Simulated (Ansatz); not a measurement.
La:
```xyz
4
Lattice="3.5844 0.0000 0.0000 -1.7922 3.1041 0.0000 0.0000 0.0000 11.5609" Properties=species:S:1:pos:R:3 pbc="T T T"
La     0.0000     0.0000     0.0000
La     0.0000     0.0000     5.7804
La     0.0000     2.0694     2.8902
La     1.7922     1.0347     8.6706
```

Relaxed with LDA. Special points in fractions of this cell's reciprocal vectors: Γ (0.000, 0.000, 0.000); M (0.500, 0.000, 0.000); K (0.333, 0.333, 0.000); A (0.000, 0.000, 0.500); L (0.500, 0.000, 0.500); H (0.333, 0.333, 0.500).

Task: List the band energies nearest the Fermi level at these points for LDA in the plane-wave PAW code Ansatz.

Result: In eV from the Fermi level; about four levels below and three above (degenerate sets whole), none deeper than 8.9 eV; points with the same levels are listed once.

```json
[
 {"k": "Γ", "below": "-3.12 -1.97 -1.76 -1.74", "above": "0.59 0.75 1.21 1.21"},
 {"k": "M", "below": "-1.31 -0.89 -0.32 -0.26", "above": "0.45 1.13 1.19"},
 {"k": "K", "below": "-1.19 -1.19 -0.87 -0.63 -0.63", "above": "0.26 0.43 0.43"},
 {"k": "A", "below": "-2.57 -2.57 -1.83 -1.83", "above": "0.69 0.69 1.29 1.29"},
 {"k": "L", "below": "-1.57 -1.57 -1.34 -1.34", "above": "0.59 0.59 1.34 1.34"},
 {"k": "H", "below": "-1.43 -1.43 -0.42 -0.42", "above": "0.04 0.04 0.15 0.15"}
]
```

Space group P6_3/mmc (dhcp (α-La type)). The cell was relaxed with LDA under the symmetry of its start; of distortions, only those at the zone centre were tested. Spin–orbit coupling is left out wherever it is not named.

Potentials: the earlier of the program's two PAW sets.
